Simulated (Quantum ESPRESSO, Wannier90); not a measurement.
Tight-binding from DFT: ZnCdSe$_{2}$ (P3m1)

Materials Project entry mp-1215451; symmetrised, unrelaxed at this level. Not found in the COD (Crystallography Open Database) copy used; not checked further. Method: PBEsol plane waves in Quantum ESPRESSO 7.5 (PseudoDojo norm-conserving files, 82 Ry, no spin polarisation, no spin-orbit coupling), Bloch states on a 6×6×4 mesh through Γ, Wannier90 4.0.1. Density: 12×12×6 mesh, Gaussian smearing 0.01 Ry. Spin-orbit coupling, left out, would split the p-like bands by a few tenths of an eV.

On the energy scale of pw.x, whose zero is arbitrary, the valence-band maximum lies at 7.24 eV.

Isolated groups of bands, relative to the valence-band maximum (bands from 37 on overlap up to the last one computed):

```json
[
 {"bands": "1", "from (eV)": "-124.89", "to (eV)": "-124.89", "filling": "filled", "weight on atomic waves": "Zn 3s 100 %"},
 {"bands": "2", "from (eV)": "-101.53", "to (eV)": "-101.53", "filling": "filled", "weight on atomic waves": "Cd 4s 100 %"},
 {"bands": "3–5", "from (eV)": "-79.20", "to (eV)": "-79.20", "filling": "filled", "weight on atomic waves": "Zn 3p 100 %"},
 {"bands": "6–8", "from (eV)": "-62.63", "to (eV)": "-62.62", "filling": "filled", "weight on atomic waves": "Cd 4p 100 %"},
 {"bands": "9–18", "from (eV)": "-46.90", "to (eV)": "-46.69", "filling": "filled", "weight on atomic waves": "Se 3d 100 %"},
 {"bands": "19–20", "from (eV)": "-12.71", "to (eV)": "-12.02", "filling": "filled", "weight on atomic waves": "Se 4s 87 %, Zn 4s 4 %"},
 {"bands": "21–25", "from (eV)": "-7.80", "to (eV)": "-7.22", "filling": "filled", "weight on atomic waves": "Cd 4d 95 %"},
 {"bands": "26–30", "from (eV)": "-6.36", "to (eV)": "-5.97", "filling": "filled", "weight on atomic waves": "Zn 3d 96 %"},
 {"bands": "31–36", "from (eV)": "-4.61", "to (eV)": "0.00", "filling": "filled", "weight on atomic waves": "Se 4p 80 %, Cd 5s 5 %, Zn 4s 5 %"}
]
```

Input w.win:

```
num_bands = 30
num_wann = 16
exclude_bands = 1-18,21-30
num_iter = 1000
conv_tol = 1.0e-6
conv_window = 4
dis_num_iter = 1000
dis_conv_tol = 1.0e-6
dis_froz_max = 2.04
write_hr = true
write_u_matrices = true
begin projections
f=0.00979,0.01275,-0.00143: s;p
f=-0.34039,0.33701,0.49279: s;p
f=-0.33247,0.32557,0.10335: s;p
f=0.01366,0.00645,-0.35772: s;p
end projections
begin unit_cell_cart
ang
    4.2249698483    0.0000000000    0.0000000000
   -2.1124849242    3.6589312189    0.0000000000
    0.0000000000    0.0000000000    6.9253300000
end unit_cell_cart
begin atoms_frac
Zn   0.0000000000  0.0000000000  0.0001300000
Cd  -0.3333333333  0.3333333333  0.4971400000
Se  -0.3333333333  0.3333333333  0.1085400000
Se   0.0000000000  0.0000000000 -0.3578000000
end atoms_frac
mp_grid = 6 6 4
begin kpoints
0.0000000000 0.0000000000 0.0000000000
0.0000000000 0.0000000000 0.2500000000
0.0000000000 0.0000000000 0.5000000000
... (141 more lines: the 6x6x4 mesh through Gamma)
end kpoints
```

The run ends without an error message, but its bands miss those of pw.x by 110 meV rms and 0.32 eV at worst (states up to 1.5 eV relative to the valence-band maximum).

Problem. What is the mistake?

Solution. Window typed relative to the reference level, not as an absolute energy. With that mended (16 functions from bands 19-20,31-58 of the 58 computed, start hydrogen-like Zn: s;p; Cd: s;p; Se: s;p, centres 0.05 Å off the atoms, frozen window up to 2.05 eV relative to the valence-band maximum, outer window open) the misfit is 1.6 meV rms.
